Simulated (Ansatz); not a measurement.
FeTeAs:
```
CELL_PARAMETERS angstrom
      6.20162     0.00000     0.00000
      0.00000     6.10227     0.00000
     -2.54583     0.00000     5.68247
ATOMIC_POSITIONS crystal
  Fe 0.28539 0.99064 0.29223
  Fe 0.71461 0.00936 0.70777
  Fe 0.71461 0.49064 0.20777
  Fe 0.28539 0.50936 0.79223
  Te 0.15359 0.37156 0.36582
  Te 0.84641 0.62844 0.63418
  Te 0.84641 0.87156 0.13418
  Te 0.15359 0.12844 0.86582
  As 0.35696 0.64778 0.16242
  As 0.64304 0.35222 0.83758
  As 0.64304 0.14778 0.33758
  As 0.35696 0.85222 0.66242
```

Relaxed with r²SCAN. Special points in fractions of this cell's reciprocal vectors: Γ (0.000, 0.000, 0.000); Z (0.000, 0.500, 0.000); D (0.000, 0.500, 0.500); B (0.000, 0.000, 0.500); A (-0.500, 0.000, 0.500); E (-0.500, 0.500, 0.500); C2 (-0.500, 0.500, 0.000); Y2 (-0.500, 0.000, 0.000).

**Question.** List the band energies nearest the valence-band maximum at these points for DFT-r²SCAN in the program Ansatz with PAW potentials.

**Answer.** In eV from the valence-band maximum; about four levels below and three above (degenerate sets whole), none deeper than 8.9 eV; points with the same levels are listed once.

```
k                     below                above
--  -----------------------  -------------------
Γ   -0.38 -0.38 -0.27 -0.11       1.05 1.33 1.37
Z   -0.35 -0.35 -0.11 -0.11  1.52 1.52 1.98 1.98
D   -0.58 -0.58 -0.05 -0.05  1.12 1.12 1.36 1.36
B   -0.56 -0.56 -0.08 -0.08  1.14 1.14 1.65 1.65
A   -0.40 -0.40 -0.21 -0.21  1.83 1.83 1.93 1.93
E   -0.49 -0.49 -0.28 -0.28  0.95 0.95 1.59 1.59
C2  -0.55 -0.55 -0.15 -0.15  1.17 1.17 1.27 1.27
Y2   -0.34 -0.31 -0.13 0.00       0.93 1.46 1.52
```

Space group P2_1/c. The workflow started from a Materials Project entry (that database holds measured and hypothetical structures alike); the Crystallography Open Database copy checked does not list it. Its standing as an ambient phase is unchecked. The r²SCAN relaxation kept the symmetry of its start; whether a distortion lowers the energy is not shown. No spin polarisation was allowed. Scalar-relativistic: spin–orbit coupling is off unless named, which matters more the heavier the elements.

Potentials: the later of the program's two PAW sets.
